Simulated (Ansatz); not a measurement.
BaTiHO₂:
```yaml
crystal:
  lattice:
    - [3.99375, 0.00000, 0.00000]
    - [0.00000, 3.99375, 0.00000]
    - [0.00000, 0.00000, 3.91381]
  atoms:
    - { symbol: Ba, position: [0.50000, 0.50000, 0.50000] }
    - { symbol: Ti, position: [0.00000, 0.00000, 0.00000] }
    - { symbol: O, position: [0.50000, 0.00000, 0.00000] }
    - { symbol: O, position: [0.00000, 0.50000, 0.00000] }
    - { symbol: H, position: [0.00000, 0.00000, 0.50000] }
```
The run is spin-polarised; directions of the spins, atom by atom: 0 ↑ 0 0 0.

Relaxed with PBEsol (plane waves, PAW; program Ansatz). Indices refer to the conventional cell of P4/mmm, a = b = 3.9937 Å, c = 3.9138 Å, α = β = γ = 90.00°.

Q: Simulate the powder diffraction pattern (Cu Kα, λ = 1.54184 Å; lines above 1 %) up to 2θ = 90°.

A: Simulated powder pattern, Cu Kα, λ = 1.54184 Å (kinematic, ideal powder, no thermal factors, no anomalous dispersion; the 30 strongest lines at most, above 1 %, up to 2θ = 90°):

```
2θ (°)  d (Å)  I/Imax (%)    hkl
------  -----  ----------  -----
22.26   3.994          26  (100)
22.72   3.914         4.4  (001)
31.68   2.824          35  (110)
32.02   2.795         100  (101)
39.34   2.290          25  (111)
45.42   1.997          26  (200)
46.40   1.957          12  (002)
51.14   1.786         6.0  (210)
51.37   1.779         2.8  (201)
52.04   1.757         5.7  (102)
56.65   1.625          38  (211)
57.28   1.608          13  (112)
66.18   1.412         7.7  (220)
66.95   1.398          15  (202)
70.77   1.331         1.2  (300)
70.96   1.328         1.3  (221)
71.52   1.319         4.7  (212)
75.24   1.263         6.1  (310)
75.42   1.260         7.9  (301)
76.87   1.240         7.5  (103)
79.79   1.202         5.9  (311)
81.22   1.184         2.8  (113)
84.64   1.145         7.7  (222)
88.21   1.108         1.5  (320)
88.92   1.101         1.5  (302)
```

The start of the workflow was typed in or built on a structure type; neither database checked (COD, Materials Project) lists it. Whether it is the stable phase at ambient conditions was not checked. Symmetry was held in the PBEsol relaxation; its stability against distortions is not shown here. Spin order of the final state: ferromagnetic, chosen from 4 collinear starts compared on coarse meshes (ties went to the first, and starts can fall back to one state), not a proven ground state. No Hubbard U is applied. Spin–orbit coupling is left out wherever it is not named.

Potentials: the later of the program's two PAW sets.
